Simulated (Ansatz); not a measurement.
Si3Ge in space group P-4m2 (No. 115; Si on 2g, Si on 1a, Ge on 1c), PBE in the plane-wave PAW code Ansatz, all energies at zero smearing, with the estimated change up to a 700 eV cutoff added, with one set of potentials and settings (totals compare only within such a set). Cell of 4 atoms (3 Si, 1 Ge): -6202.350 eV.

```tsv
element	reference phase	E (eV/atom)
Si	Fd-3m, 2 atoms in the cell	-635.8096
Ge	Fd-3m, 2 atoms in the cell	-4294.9847
```

Formation energy per atom, worked out: (-6202.350 − 3×(-635.8096) − 1×(-4294.9847))/4 = 0.016 eV/atom (2 kJ per mol of atoms), at 0 K, without zero-point energy or fitted corrections.

The start of the workflow was typed in or built on a structure type; neither database checked (COD, Materials Project) lists it. Whether it is the stable phase at ambient conditions was not checked. Symmetry was held in the PBE relaxation; whether a distortion lowers the energy is not shown. The references are the lowest solids computed at this level, not always the standard phases.

Potentials: the later of the program's two PAW sets.
